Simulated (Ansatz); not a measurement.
Ni (fcc, Cu type)

```xyz
1
Lattice="0.0000 1.7594 1.7594 1.7594 0.0000 1.7594 1.7594 1.7594 0.0000" Properties=species:S:1:pos:R:3 pbc="T T T"
Ni     0.0000     0.0000     0.0000
```

The slice is a {100} plane (indices of the conventional cell) through the point (0.000, 0.000, 0.000) (fractional), spanned by u = [100] and v = [0 1 -1] in vectors of this cell: u (2.49 Å) and v (2.49 Å, at 90° to u). It covers one period; positions are fractions (u, v).

The numbers are results of PBE (plane waves to 420 eV, PAW, scalar-relativistic; Ansatz, a program for electronic structure), not measurements. k mesh 23×23×23. These are valence fields of a PAW run, semicore shells included where kept as valence: close to a nucleus they are smooth pseudo fields. Ni was relaxed with its symmetry unable to fall. Relaxed Ni ends ferromagnetic. The PAW data are Ansatz's earlier set. The magnetic order is the one the run started from; other orders were not tried.

Task: What is the ELF at the midpoint of the shortest Ni–Ni line in this plane (2.49 Å)?

Result: 0.25.

Task: What is the valence density on the shortest Ni–Ni line in this plane (2.49 Å), at its midpoint?

Result: 0.31 e/Å³.

Task: Predict the map of the electrostatic potential energy of an electron, from the cell's mean on the slice.

Result: 
```
|xxxxxxxxxxxxxxxx0044444400xxxxxxxxxxxxxx|
|xxxxxxxxxxxxxxxx1144554411xxxxxxxxxxxxxx|
|xxxxxxxxxxxxxxxx3355665533xxxxxxxxxxxxxx|
|xxxxxxxxxxxxxx00446666664400xxxxxxxxxxxx|
|xxxxxxxxxxxxxx44667777776644xxxxxxxxxxxx|
|xxxxxxxxxxxx335577888888775533xxxxxxxxxx|
|xxxxxxxx00335577888899888877553300xxxxxx|
|xx00113344667788999999999988776644331100|
|3344445566778888999999999988887766554444|
|4444556666778899999999999999887766665544|
|3344445566778888999999999988887766554444|
|xx00113344667788999999999988776644331100|
|xxxxxxxx00335577888899888877553300xxxxxx|
|xxxxxxxxxxxx335577888888775533xxxxxxxxxx|
|xxxxxxxxxxxxxx44667777776644xxxxxxxxxxxx|
|xxxxxxxxxxxxxx00446666664400xxxxxxxxxxxx|
|xxxxxxxxxxxxxxxx3355665533xxxxxxxxxxxxxx|
|xxxxxxxxxxxxxxxx1144554411xxxxxxxxxxxxxx|
|xxxxxxxxxxxxxxxx0044444400xxxxxxxxxxxxxx|
|xxxxxxxxxxxxxxxxxx444444xxxxxxxxxxxxxxxx|
```
Scale: ten equal steps from 1.00 (start of '0') to 9.34 (end of '9'), in the order '0123456789'. Values: electrostatic potential energy of an electron, from the cell's mean, in eV. The map has 20 points along u (two characters each, u = 0 at the left) and 20 along v (v = 0 in the bottom row). Points within 1 Å of a nucleus are blanked (x), as the pseudised field means little there. Values under 1 eV are set to 1. The zero, the cell's mean, hangs on the PAW cores.
